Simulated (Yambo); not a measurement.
Yambo run on SrClF (space group P4/nmm, No. 129). The wavefunctions are norm-conserving LDA (Quantum ESPRESSO, 84 Ry, no spin-orbit coupling) ones on a 4×4×2 mesh (24 occupied bands); a = b = 4.1296 Å, c = 6.9766 Å, α = β = γ = 90.00°.

Yambo input:

```
gw0
dyson
el_el_corr
HF_and_locXC
ppa
em1d
EXXRLvcs= 84 Ry
VXCRLvcs= 336 Ry
Chimod= "HARTREE"
% BndsRnXp
 1 | 131 |
%
NGsBlkXp= 6 Ry
% LongDrXp
 1.0 | 1.0 | 1.0 |
%
PPAPntXp= 27.2114 eV
% GbndRnge
 1 | 131 |
%
GTermKind= "BG"
DysSolver= "n"
ExtendOut
% QPkrange
 1 | 1 | 24 | 25 |
%
```

k points by index: 1 = Γ.

Table of the .qp output:

```
#    K-point    Band    Eo [eV]    E [eV]    E-Eo [eV]    Vxc [eV]    Vnlxc [eV]    Sc|Eo [eV]    Sc|E [eV]    dSc/dw|Eo [eV]    Re(Z)    Im(Z)
#
    1    24    0.000000    -1.551371    -1.551371    -14.69175    -18.88516    2.317864    2.642033    -5.685674    0.827166    -0.001014
    1    25    5.643569    7.165418    1.521849    -9.637135    -4.649213    -3.241318    -3.466073    -4.018511    0.871324    -0.815242E-3
```
(The two width columns are left out.) Convergence of these settings isn't established.

Geometry of the Materials Project entry, not relaxed at this level.
